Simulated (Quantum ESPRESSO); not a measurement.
Band energies of Ba₂SrWO₆

```
Ba2SrWO6
1.0
    3.10886     1.79490     4.96825
   -3.10886     1.79490     4.96825
    0.00000    -3.58981     4.96825
O Sr Ba W
6 1 2 1
Cartesian
  1.54312  -0.45461   8.58951
 -1.54312   0.45461   6.31525
 -0.37785   1.56368   8.58951
  0.37785  -1.56368   6.31525
 -1.16526  -1.10907   8.58951
  1.16526   1.10907   6.31525
  0.00000   0.00000   0.00000
  0.00000   0.00000  11.13122
  0.00000   0.00000   3.77354
  0.00000   0.00000   7.45238
```

LDA (Quantum ESPRESSO, PseudoDojo norm-conserving, 84 Ry, no spin-orbit coupling); path ΓLB1,BZΓX,QFP1Z,LP; energies in eV from the valence-band maximum.

```
k (1/Å)  point  band 36  band 37  band 38  band 39  band 40  band 41  band 42  band 43
-------  -----  -------  -------  -------  -------  -------  -------  -------  -------
0.00         Γ    -0.36    -0.27    -0.21    -0.21    -0.18     3.11     3.16     3.16
0.21              -0.45    -0.38    -0.20    -0.19    -0.10     3.18     3.22     3.28
0.41              -0.60    -0.51    -0.27    -0.20    -0.03     3.29     3.37     3.50
0.62         L    -0.66    -0.53    -0.35    -0.22    -0.02     3.36     3.45     3.60
0.88              -0.71    -0.60    -0.39    -0.17    -0.10     3.32     3.44     3.64
1.13        B1    -0.64    -0.62    -0.60    -0.18    -0.15     3.28     3.39     3.74
1.13         B    -0.64    -0.62    -0.60    -0.18    -0.15     3.28     3.39     3.74
1.38              -0.78    -0.71    -0.42    -0.23    -0.20     3.37     3.50     3.66
1.63         Z    -0.80    -0.76    -0.28    -0.28    -0.22     3.42     3.60     3.60
1.84              -0.71    -0.71    -0.24    -0.24    -0.20     3.33     3.50     3.50
2.05              -0.51    -0.51    -0.19    -0.19    -0.17     3.17     3.29     3.29
2.26         Γ    -0.36    -0.27    -0.21    -0.21    -0.18     3.11     3.16     3.16
2.45              -0.42    -0.35    -0.21    -0.17    -0.12     3.18     3.19     3.27
2.64              -0.56    -0.43    -0.24    -0.17    -0.09     3.26     3.36     3.45
2.83              -0.62    -0.58    -0.32    -0.24    -0.08     3.37     3.44     3.56
3.02         X    -0.70    -0.54    -0.45    -0.41    -0.03     3.07     3.60     3.71
3.02         Q    -0.70    -0.54    -0.45    -0.41    -0.03     3.07     3.60     3.71
3.27         F    -0.63    -0.59    -0.42    -0.38     0.00     2.79     3.69     3.81
3.27        P1    -0.64    -0.62    -0.48    -0.41    -0.05     3.12     3.62     3.69
3.42              -0.73    -0.69    -0.38    -0.37    -0.13     3.29     3.57     3.64
3.56              -0.78    -0.76    -0.30    -0.29    -0.21     3.40     3.57     3.61
3.70         Z    -0.80    -0.76    -0.28    -0.28    -0.22     3.42     3.60     3.60
3.70         L    -0.66    -0.53    -0.35    -0.22    -0.02     3.36     3.45     3.60
3.85              -0.68    -0.58    -0.35    -0.23    -0.04     3.39     3.44     3.59
4.00              -0.68    -0.64    -0.41    -0.29    -0.07     3.29     3.51     3.63
4.15         P    -0.64    -0.62    -0.48    -0.41    -0.05     3.12     3.62     3.69
```

The LDA gap is direct, 2.79 eV at F. Another valence extremum on the path lies within 0.02 eV, too close to call.

Spin-orbit coupling is left out, which matters for elements this heavy: edges can move by tenths of an eV.

Geometry of the Materials Project entry, not relaxed at this level.

The structure is a Materials Project entry; no match was found in the copy of COD used, and its stability was not checked.
